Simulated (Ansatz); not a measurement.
SrTaO₃ (cubic perovskite, Pm-3m) at seven volumes, plane-wave PAW LDA (Ansatz code), scaled uniformly. One row is withheld.

| V (Å³/atom) | P (GPa) |
|---|---|
| 11.507 | 24.73 |
| 11.887 | ? |
| 12.266 | 6.95 |
| 12.645 | 0.00 |
| 13.025 | -5.91 |
| 13.404 | -10.93 |
| 13.784 | -15.19 |

Question: Fit the shown pressures and predict the withheld one.

Answer: Third-order Birch–Murnaghan: P = (3/2)B₀(x^(7/2) − x^(5/2))[1 + (3/4)(B′ − 4)(x − 1)] with x = (V₀/V)^(2/3). Least squares on the six rows gives V₀ = 12.645 Å³/atom, B₀ = 213.0 GPa, B′ = 4.40. At V = 11.887, x = 1.0421 and P = 15.09 GPa. The run itself gave 15.12 GPa.

The workflow started from a Materials Project entry (that database holds measured and hypothetical structures alike); the Crystallography Open Database copy checked does not list it. Its standing as an ambient phase is unchecked. Symmetry was held in the LDA relaxation; its stability against distortions is not shown here. No spin polarisation was allowed. Spin–orbit coupling is left out wherever it is not named.

Potentials: the later of the program's two PAW sets.
